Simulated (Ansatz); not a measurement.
# Cd$_{2}$S: distorted cells

Theory: DFT PBEsol, scalar-relativistic, plane waves, PAW (Ansatz 0.2.0).

Settings: cutoff 420 eV, Γ-centred mesh 12×12×6 on the computed 3-atom cell, Gaussian smearing of 0.05 eV; no spin polarisation.

Reference cell:

```
Cd S
1.0
     3.96267    0.00000    0.00000
    -1.98134    3.43177    0.00000
     0.00000    0.00000    5.80919
Cd S
2 1
Direct
  0.66667 0.33333 0.57873
  0.33333 0.66667 0.93272
  0.33333 0.66667 0.36570
```

Each variant moves atoms of this cell by the vectors given, if any (Å), and then applies a symmetric strain (tensor components, Cartesian axes). The reference cell isn't relaxed at this level. Energies are per atom at zero smearing, counted from the lowest variant. Pressure is positive in compression.

1. strain (xx yy zz yz xz xy, %) 2.95 2.95 8.95 0.00 0.00 0.00; moves: Cd1 (0.000, 0.000, 0.095); Cd2 (0.000, 0.000, 0.117); S3 (0.000, 0.000, -0.212)
2. no strain; moves: Cd2 (0.045, 0.000, 0.000)
3. strain (xx yy zz yz xz xy, %) -5.71 -5.71 3.29 0.00 0.00 0.00; moves: Cd1 (0.000, 0.000, 0.050); Cd2 (0.000, 0.000, 0.154); S3 (0.000, 0.000, -0.203)

Q: Order the variants by energy, lowest first.

A: 2 (0.0 meV/atom), 3 (105.8 meV/atom), 1 (255.4 meV/atom).

Q: Order them by pressure, highest first.

A: 3 (0.55 GPa), 2 (-3.04 GPa), 1 (-6.40 GPa).